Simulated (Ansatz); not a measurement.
Ti (hcp, Mg type)

```
CELL_PARAMETERS angstrom
      2.93885     0.00000     0.00000
     -1.46943     2.54512     0.00000
      0.00000     0.00000     4.64996
ATOMIC_POSITIONS crystal
  Ti 0.33333 0.66667 0.75000
  Ti 0.66667 0.33333 0.25000
```

In each cell atom 2 (Ti, nearest neighbour Ti at 2.878 Å; its periodic images, 2.9 Å or more away, move with it) moves by s·(0.707, 0.707, 0.000) (along Cartesian [110]), the rest being held.

These are PBE (plane waves to 420 eV, PAW, scalar-relativistic; Ansatz, a program for electronic structure) values and carry that method's errors. k mesh 15×15×8 (Γ-centred), Fermi-Dirac smearing 0.05 eV. With partly filled bands, energies and forces of such displacements shift with the k mesh and the smearing. F∥ is the force on the atom along that direction. The PAW data are Ansatz's earlier set. Ti is run without spin polarisation. Ti was relaxed with its symmetry unable to fall. 

```csv
s (Å),F∥ (eV/Å)
-0.290,0.346
-0.232,…
-0.174,0.238
-0.116,…
-0.058,0.088
0.000,0.000
0.058,-0.091
0.116,-0.179
0.174,-0.257
0.232,-0.320
0.290,…
```

Task: Fill in the missing entries.

Result: 
- -0.232, F∥ (eV/Å): 0.298
- -0.116, F∥ (eV/Å): 0.168
- 0.290, F∥ (eV/Å): -0.366

(A displaced cell: forces are minus the slopes of the energy, force constants its curvatures, and phonons follow from these.)
